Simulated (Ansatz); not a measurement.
**Zone-centre modes in Cs$_{2}$YAuI$_{6}$**

The calculation used DFT PBEsol, scalar-relativistic, plane waves, PAW (Ansatz). Settings: plane waves to 420 eV, k-mesh 4×4×4 (Γ-centred), Gaussian smearing 0.05 eV. Spin–orbit coupling is left out, which can shift energies with elements as heavy as these. No spin polarisation.

Reference structure (relaxed at this level; it needn't be the usual structure):

```
Cs Y Au I
1.0
     0.00000    5.92861    5.92861
     5.92861    0.00000    5.92861
     5.92861    5.92861    0.00000
Cs Y Au I
2 1 1 6
Direct
  0.75000 0.75000 0.75000
  0.25000 0.25000 0.25000
  0.00000 0.00000 0.00000
  0.50000 0.50000 0.50000
  0.74807 0.25193 0.25193
  0.25193 0.25193 0.74807
  0.25193 0.74807 0.74807
  0.25193 0.74807 0.25193
  0.74807 0.25193 0.74807
  0.74807 0.74807 0.25193
```

Harmonic modes by finite displacements of 0.02 Å, without the LO–TO term.

(1) At this geometry, is the structure stable against these modes?

(2) List the wavenumbers in cm⁻¹.

Answers

(1) No: 3 modes are unstable, the strongest at 21i cm⁻¹.

(2) 21i, 21i, 21i, 0, 0, 0, 20, 20, 20, 26, 26, 26, 27, 27, 27, 28, 28, 28, 53, 53, 53, 82, 82, 83, 83, 83, 141, 158, 158, 158.

Cost: 1 run of about 5.2 core-minutes, on Arm Neoverse V1 (shared hosts).